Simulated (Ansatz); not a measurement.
**Tl$_{3}$PI: reading a single point**

```yaml
crystal:
  lattice:
    - [3.67653, 6.36794, 0.00000]
    - [-3.67653, 6.36794, 0.00000]
    - [0.00000, 0.00000, 6.54354]
  atoms:
    - { symbol: Tl, position: [0.16078, 0.16078, 0.25000] }
    - { symbol: Tl, position: [0.83922, 0.32156, 0.75000] }
    - { symbol: Tl, position: [0.67844, 0.16078, 0.25000] }
    - { symbol: Tl, position: [0.83922, 0.83922, 0.75000] }
    - { symbol: Tl, position: [0.16078, 0.67844, 0.25000] }
    - { symbol: Tl, position: [0.32156, 0.83922, 0.75000] }
    - { symbol: I, position: [0.66667, 0.66667, 0.25000] }
    - { symbol: I, position: [0.33333, 0.33333, 0.75000] }
    - { symbol: P, position: [0.00000, 0.00000, 0.00000] }
    - { symbol: P, position: [0.00000, 0.00000, 0.50000] }
```

The numbers come from plane-wave PAW DFT (Ansatz): PBE, no spin polarisation, 420 eV, 4×4×4 Γ-centred k points, cold occupations (width 0.015 eV). Nothing was relaxed.

**Question.** Is the cell too large or too small?

**Answer.** The pressure is 7.6 GPa (compression positive), so with the atoms held at these fractions the cell would first expand; the forces are large, so a full relaxation may end otherwise. The principal stresses 6.2, 6.2, 10.4 GPa differ, so its shape would change too.

**Question.** Where is the largest force?

**Answer.** The largest is on Tl3 (and as large on other atoms): 2.21 eV/Å, components (-1.92, -1.11, 0.00). It makes 141° with the line to a nearest neighbour, P9 at 2.62 Å, pointing away from it.

**Question.** Give the Bader charges.

**Answer.** Bader charges in e: Tl +0.38, P -0.57, I -0.57. In the mean Tl gives up most and P takes most.

**Question.** Metal or insulator?

**Answer.** It is a metal, with about 4.5 states/eV a cell as the mean within 0.25 eV of the Fermi level, mostly P p (33 %), Tl p (27 %) and Tl s (25 %).

Origin: a known structure type with other elements, at an estimated volume, so it need not be a known compound. Caveats: atoms or cell far from equilibrium.
